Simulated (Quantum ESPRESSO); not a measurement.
## Band energies of NbNO

```
CELL_PARAMETERS angstrom
      5.02537     0.00000     0.00000
      0.00000     5.08413     0.00000
     -0.87608     0.00000     5.17090
ATOMIC_POSITIONS crystal
  N  0.44440 0.74517 0.97551
  N  0.55560 0.25483 0.02449
  N  0.55560 0.24517 0.52449
  N  0.44440 0.75483 0.47551
  O  0.06148 0.32315 0.34953
  O  0.93852 0.67685 0.65047
  O  0.93852 0.82315 0.15047
  O  0.06148 0.17685 0.84953
  Nb 0.29262 0.45248 0.71957
  Nb 0.70738 0.54752 0.28043
  Nb 0.70738 0.95248 0.78043
  Nb 0.29262 0.04752 0.21957
```

norm-conserving PBEsol (Quantum ESPRESSO, 84 Ry, scalar-relativistic); path ΓYHCEM1AXH1,MDZ,YD; energies in eV from the valence-band maximum.

| k (1/Å) | point | band 44 | band 45 | band 46 | band 47 | band 48 | band 49 | band 50 | band 51 |
|---|---|---|---|---|---|---|---|---|---|
| 0.00 | Γ | -0.93 | -0.79 | -0.68 | -0.45 | -0.02 | 1.67 | 2.01 | 2.44 |
| 0.20 |  | -1.08 | -0.97 | -0.65 | -0.36 | -0.10 | 1.88 | 1.99 | 2.45 |
| 0.61 | Y | -1.79 | -0.83 | -0.83 | -0.15 | -0.15 | 2.15 | 2.15 | 2.63 |
| 1.15 | H | -1.29 | -1.04 | -0.90 | -0.43 | -0.31 | 1.81 | 1.85 | 2.99 |
| 1.15 | C | -1.43 | -1.02 | -1.02 | -0.40 | -0.40 | 1.82 | 1.82 | 3.13 |
| 1.56 |  | -1.63 | -1.27 | -1.27 | -0.56 | -0.56 | 1.91 | 1.91 | 2.59 |
| 1.77 | E | -1.46 | -1.45 | -1.45 | -0.80 | -0.80 | 2.10 | 2.10 | 2.28 |
| 1.77 | M1 | -1.61 | -1.35 | -1.35 | -0.72 | -0.72 | 2.07 | 2.07 | 2.29 |
| 2.02 |  | -1.79 | -1.34 | -1.34 | -0.47 | -0.47 | 2.08 | 2.08 | 2.45 |
| 2.27 | A | -1.91 | -1.34 | -1.34 | -0.24 | -0.24 | 2.18 | 2.18 | 2.54 |
| 2.48 |  | -1.37 | -1.30 | -1.19 | -0.35 | -0.31 | 2.01 | 2.09 | 2.28 |
| 2.89 | X | -1.01 | -1.00 | -0.57 | -0.50 | -0.31 | 1.56 | 2.12 | 2.41 |
| 3.06 |  | -1.03 | -0.92 | -0.71 | -0.48 | -0.27 | 1.66 | 2.07 | 2.46 |
| 3.40 | H1 | -1.29 | -1.04 | -0.90 | -0.43 | -0.31 | 1.81 | 1.85 | 2.99 |
| 3.40 | M | -1.61 | -1.35 | -1.35 | -0.72 | -0.72 | 2.07 | 2.07 | 2.29 |
| 3.58 |  | -1.45 | -1.23 | -1.23 | -0.70 | -0.70 | 2.03 | 2.03 | 2.46 |
| 3.76 |  | -1.28 | -1.18 | -1.18 | -0.67 | -0.67 | 2.09 | 2.09 | 2.60 |
| 3.94 | D | -1.45 | -1.10 | -1.10 | -0.63 | -0.63 | 2.21 | 2.21 | 2.50 |
| 4.09 |  | -1.45 | -0.99 | -0.99 | -0.57 | -0.57 | 2.23 | 2.23 | 2.55 |
| 4.40 |  | -1.37 | -0.81 | -0.81 | -0.16 | -0.16 | 2.18 | 2.18 | 2.80 |
| 4.55 | Z | -1.37 | -0.81 | -0.81 | -0.06 | -0.06 | 2.16 | 2.16 | 2.86 |
| 4.55 | Y | -1.79 | -0.83 | -0.83 | -0.15 | -0.15 | 2.15 | 2.15 | 2.63 |
| 4.67 |  | -1.68 | -0.85 | -0.85 | -0.23 | -0.23 | 2.16 | 2.16 | 2.63 |
| 4.92 |  | -1.45 | -0.87 | -0.87 | -0.64 | -0.64 | 2.20 | 2.20 | 2.62 |
| 5.17 | D | -1.45 | -1.10 | -1.10 | -0.63 | -0.63 | 2.21 | 2.21 | 2.50 |

The PBEsol gap is 1.56 eV; at least one edge lies off the plotted path, at a point of the SCF mesh. The smallest direct gap is 1.69 eV.

Spin-orbit splittings are left out.

Geometry of the Materials Project entry, not relaxed at this level.
